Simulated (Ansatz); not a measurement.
## Computed properties of FeSe2

FeSe$_{2}$:
```
FeSe2
1.0
    4.78308     0.00000     0.00000
    0.00000     5.75924     0.00000
    0.00000     0.00000     3.58306
Fe Se
2 4
Direct
  0.00000   0.00000   0.00000
  0.50000   0.50000   0.50000
  0.21336   0.36971   0.00000
  0.78664   0.63029   0.00000
  0.71336   0.13029   0.50000
  0.28664   0.86971   0.50000
```

Space group Pnnm (No. 58); conventional cell a = 4.7831 Å, b = 5.7592 Å, c = 3.5831 Å, α = β = γ = 90.00°.

Method: r²SCAN (plane waves, PAW; program Ansatz). Geometry: relaxed at this level of theory. Other levels are named where they apply.

**Cell and energy**

* **Volume per atom**: 16.45 Å³
* **Density**: 7.19 g/cm³
* **Formation energy from the elements (no fitted shifts)**: -0.30 eV/atom

**Electronic structure**

* **Band gap**: 0.79 eV (indirect)
* **Valence-band maximum**: on the Γ–X line, 74 % of the way from Γ (k = 0.370, 0.000, 0.000 in fractions of the reciprocal vectors)
* **Conduction-band minimum**: at T (k = 0.000, 0.500, 0.500 in fractions of the reciprocal vectors)
* **Smallest direct gap on the standard path**: 1.31 eV
* **Hole effective mass**: 0.48, 0.66, 1.3 mₑ (principal values)

**Mechanics**

- Bulk modulus (Birch–Murnaghan fit) = 125 GPa
- Pressure derivative B′ = 4.7

**Charges**

Bader charges: Fe +0.63, Se -0.31 e

The workflow started from a Materials Project entry (that database holds measured and hypothetical structures alike); the Crystallography Open Database files this formula in space group No. 58, but the cells were not matched. Its standing as an ambient phase is unchecked. The r²SCAN relaxation kept the symmetry of its start; its stability against distortions is not shown here. The run is not spin-polarised. The references are the lowest solids computed at this level, not always the standard phases. Spin–orbit coupling is left out wherever it is not named.

Potentials: the later of the program's two PAW sets.
